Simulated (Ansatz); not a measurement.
# KB₃H₈: the relaxed cell by functional

The starting cell is an entry of the Crystallography Open Database, a measured cell (2019, 298 K):

```xyz
24
Lattice="3.7128 -4.0404 0.0000 3.7128 4.0404 0.0000 0.0000 0.0000 8.1959" Properties=species:S:1:pos:R:3 pbc="T T T"
K     3.7128   -1.3736    6.1470
K     3.7128    1.3736    2.0490
B     3.7128    1.7883    5.2486
B     3.7128   -1.7883    1.1506
B     3.7128   -1.7883    2.9473
B     3.7128    1.7883    7.0453
B     3.7128    3.3188    6.1470
B     3.7128   -3.3188    2.0490
H     2.6867    1.2970    4.8290
H     4.7390   -1.2970    0.7310
H     2.6867   -1.2970    3.3670
H     4.7390    1.2970    7.4650
H     4.7390   -1.2970    3.3670
H     2.6867    1.2970    7.4650
H     4.7390    1.2970    4.8290
H     2.6867   -1.2970    0.7310
H     3.7128    2.9447    4.7279
H     3.7128   -2.9447    0.6299
H     3.7128   -2.9447    3.4680
H     3.7128    2.9447    7.5660
H     6.4088   -0.0646    6.1470
H     1.0168    0.0646    2.0490
H     6.4088    0.0646    2.0490
H     1.0168   -0.0646    6.1470
```

Atoms and cell were relaxed at zero pressure with plane-wave PAW DFT (Ansatz 0.2.0; one set of PAW datasets, made under PBE, for all functionals; 420 eV, r2SCAN 500 eV; 4×4×4 Γ-centred mesh, fermi-dirac occupations of width 0.020 eV; no spin polarisation, no spin-orbit coupling, no dispersion correction), keeping the symmetry (Cmcm, No. 63).

How do the functionals compare with each other and with the entry?

The relaxed conventional cells:

```json
{"functional": "LDA", "a (Å)": "6.863", "b (Å)": "7.653", "c (Å)": "7.766", "volume (Å³/atom)": "8.50", "formation energy (eV/atom)": "-0.301"}
{"functional": "PBEsol", "a (Å)": "7.251", "b (Å)": "7.868", "c (Å)": "7.983", "volume (Å³/atom)": "9.49", "formation energy (eV/atom)": "-0.234"}
{"functional": "PBE", "a (Å)": "7.638", "b (Å)": "8.081", "c (Å)": "8.153", "volume (Å³/atom)": "10.48", "formation energy (eV/atom)": "-0.229"}
{"functional": "r2SCAN", "a (Å)": "7.250", "b (Å)": "7.973", "c (Å)": "8.044", "volume (Å³/atom)": "9.69", "formation energy (eV/atom)": "-0.259"}
{"functional": "the entry", "a (Å)": "7.426", "b (Å)": "8.081", "c (Å)": "8.196", "volume (Å³/atom)": "10.25", "formation energy (eV/atom)": "–"}
```

LDA gives the smallest volume and PBE the largest, 23.4 % more, the usual order, since LDA overbinds and PBE's gradient terms loosen the lattice. Against the entry's volume: LDA -17.1 %, PBEsol -7.4 %, PBE +2.3 %, r2SCAN -5.5 %; PBE comes nearest. The axis a stretches most from LDA to PBE (11.3 %), so it is the softest direction. The formation energies span 0.07 eV an atom, lowest under LDA.

Caveats: each relaxation keeps the start's symmetry, so a distorted cell may lie lower; computed cells are at 0 K with fixed nuclei, while the entry holds thermal expansion, often some tenths of a per cent in volume and more in soft crystals; the relaxed cell lies far from the entry, by an error of the functional or of the entry; zero-point motion swells measured cells of hydrides; formation energies are at zero smearing against the elements' usual phases under the same functional, gases as free molecules, uncorrected.
